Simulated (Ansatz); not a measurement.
# SrIr2 (Fd-3m): electronic heat capacity and spin susceptibility from the density of states

Level of theory: DFT r2SCAN, scalar-relativistic, plane waves, PAW in Ansatz.

Plane waves to 500 eV, a k mesh through Γ of 8×8×8 on the computed 6-atom cell and Gaussian smearing (0.10 eV); no spin polarisation.

Relaxed cell: Fd-3m, a = 7.697 Å, b = 7.697 Å, c = 7.697 Å, α = 90.00°, β = 90.00°, γ = 90.00°, 6 atoms in the primitive cell. Whether it is the stable form of this composition wasn't checked.

The density of states at the Fermi level is 7.511 states/eV in the cell of 6 atoms (2 formula units; both spins, tetrahedra on a 12×12×12 mesh). Averaged over bins of 0.1 eV the density runs from 2.9 to 7.5 states/eV within 0.2 eV of the Fermi level, so the figure hangs on the exact place of that level.

Problem. What Sommerfeld coefficient and Pauli susceptibility does this give?

Solution. Per formula unit N(E_F) = 3.755 states/eV. γ = (π²/3) k_B² N(E_F) N_A = 2.357 mJ/(mol K²) per state/eV, so γ = 8.9 mJ/(mol K²), a mole of formula units. χ_P = μ_B² N(E_F) N_A = 3.23×10⁻⁵ emu/mol per state/eV gives 12.1×10⁻⁵ emu/mol. This is the bare band result: a measured γ of the same phase is as a rule larger by a factor 1 + λ from phonons and spin fluctuations, the spin part of χ is larger by the Stoner factor, and a measured χ also holds orbital and core terms. N(E_F) at one energy is sensitive to the mesh where the density of states has sharp peaks.

Spin-orbit coupling is left out, which matters for the bands of heavy elements.

Cost: 1 run of about 2.1 core-minutes, on Arm Neoverse V1 (shared hosts).